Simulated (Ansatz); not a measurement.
PbS (rock salt, Fm-3m), a = b = c = 5.9512 Å, α = β = γ = 90.00°; the cell used has 2 atoms.

Relaxed with plane-wave PAW r²SCAN+D4 (Ansatz code). Indices refer to the conventional cell of Fm-3m, a = b = c = 5.9512 Å, α = β = γ = 90.00°.

**Question.** Simulate the powder diffraction pattern (Cu Kα, λ = 1.54184 Å; lines above 1 %) up to 2θ = 90°.

**Answer.** Simulated powder pattern, Cu Kα, λ = 1.54184 Å (kinematic, ideal powder, no thermal factors, no anomalous dispersion; the 30 strongest lines at most, above 1 %, up to 2θ = 90°):

```json
[
 {"2θ (°)": "25.93", "d (Å)": "3.436", "I/Imax (%)": "97", "hkl": "(111)"},
 {"2θ (°)": "30.03", "d (Å)": "2.976", "I/Imax (%)": "100", "hkl": "(200)"},
 {"2θ (°)": "42.99", "d (Å)": "2.104", "I/Imax (%)": "76", "hkl": "(220)"},
 {"2θ (°)": "50.89", "d (Å)": "1.794", "I/Imax (%)": "51", "hkl": "(311)"},
 {"2θ (°)": "53.33", "d (Å)": "1.718", "I/Imax (%)": "27", "hkl": "(222)"},
 {"2θ (°)": "62.42", "d (Å)": "1.488", "I/Imax (%)": "13", "hkl": "(400)"},
 {"2θ (°)": "68.76", "d (Å)": "1.365", "I/Imax (%)": "21", "hkl": "(331)"},
 {"2θ (°)": "70.81", "d (Å)": "1.331", "I/Imax (%)": "35", "hkl": "(420)"},
 {"2θ (°)": "78.78", "d (Å)": "1.215", "I/Imax (%)": "27", "hkl": "(422)"},
 {"2θ (°)": "84.62", "d (Å)": "1.145", "I/Imax (%)": "17", "hkl": "(511)+(333)"}
]
```

The r²SCAN+D4 relaxation kept the symmetry of its start. Scalar-relativistic: spin–orbit coupling is off unless named, which matters more the heavier the elements.

Potentials: the later of the program's two PAW sets.
